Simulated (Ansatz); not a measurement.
**Ga: frozen-core PAW against all-electron methods**

```xyz
1
Lattice="-1.4133 1.4133 2.2438 1.4133 -1.4133 2.2438 1.4133 1.4133 -2.2438" Properties=species:S:1:pos:R:3 pbc="T T T"
Ga    0.0000    0.0000    0.0000
```

The cell is COD entry 9012723, as deposited and not checked against the literature; nothing was relaxed. The listed cell was then made from it by scaling, straining or moving an atom.

Methods: DFT, LDA, PAW with Ansatz's default frozen-core files, scalar-relativistic (Ansatz 0.2.0); DFT, LDA, all-electron PAW with datasets made for the crystal, scalar-relativistic (Ansatz 0.2.0); DFT, LDA, all-electron LAPW, scalar-relativistic (Ansatz 0.2.0).

For PAW: a Γ-centred 14×14×16 k mesh, Fermi–Dirac smearing of 0.05 eV, cutoff 420 eV, no spin polarisation; the PAW files were made with PBE, and the program remakes their frozen cores for this functional; this mesh doesn't keep the crystal's whole symmetry, which leaves small spurious terms. The crystal-made all-electron datasets (AE datasets) take a cutoff of 240 eV at this cell. LAPW targets a basis error of 0.25 meV/atom. The Ansatz runs share mesh, smearing and spin set-up. Plane-wave (PAW) pressures include the program's estimate of the Pulay term.

Stress and pressure are positive in compression.

The change that made this cell: volume scaled by 1.02.

In a metal, gradients converge slowly with the k mesh: the values move by tens of per cent from one mesh to another, at times in sign, so only the comparison on one mesh counts.

```
                            quantity    PAW  AE datasets   LAPW
                      pressure (GPa)  -2.77        -2.73  -2.73
                     stress yz (GPa)   0.11         0.11   0.11
                     stress xz (GPa)   0.11         0.11   0.11
                     stress xy (GPa)  -0.13        -0.14  -0.14
field gradient Vzz at Ga (10²¹ V/m²)   2.10         2.11      –
```

PAW's pressure differs from the LAPW value by -0.04 GPa.
